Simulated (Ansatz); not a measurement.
Ca:
```xyz
1
Lattice="3.4931 0.0000 0.0000 0.0000 3.4931 0.0000 0.0000 0.0000 3.4931" Properties=species:S:1:pos:R:3 pbc="T T T"
Ca     0.0000     0.0000     0.0000
```

Relaxed with r²SCAN.

**Question.** Map the electron localisation function on the plane through (0.000, 0.000, 0.000) spanned by u = [1, 0, 0] and v = [0, 1, 0] in lattice vectors, from DFT-r²SCAN in the program Ansatz with PAW potentials.

**Answer.** x is the fraction of u, y of v (the angle between them is 90°; rows are the nearest grid lines); atoms in the plane: Ca at (0.00, 0.00).
```
|%@@@%-      -%@@@%|
|@@@@%:      :%@@@@|
|@@@@*.  ..  .*@@@@|
|@@@#-   ::   -#@@@|
|%%*-   .--.   -*%%|
|-:.   .-++-.   .:-|
|     .-+**+-.     |
|    .-+*##*+-.    |
|  .:-+*####*+-:.  |
|  .:-+*####*+-:.  |
|    .-+*##*+-.    |
|     .-+**+-.     |
|-:.   .-++-.   .:-|
|%%*-   .--.   -*%%|
|@@@#-   ::   -#@@@|
|@@@@*.  ..  .*@@@@|
|@@@@%:      :%@@@@|
|%@@@%-      -%@@@%|
```
Scale: ten equal steps from 0.038 (start of ' ') to 0.857 (end of '@'), in the order ' .:-=+*#%@'; x runs from 0.000 to 1.00, y from 0.000 (bottom) to 1.00 (top).

The density is the valence pseudo-density with augmentation charge, so density and ELF within about 1 Å of a nucleus are not all-electron values.

Space group Pm-3m (simple cubic). This is a known high-pressure phase of the composition, computed here at zero pressure and temperature. Symmetry was held in the r²SCAN relaxation. At this level the phase is mechanically unstable.

Potentials: the earlier of the program's two PAW sets.
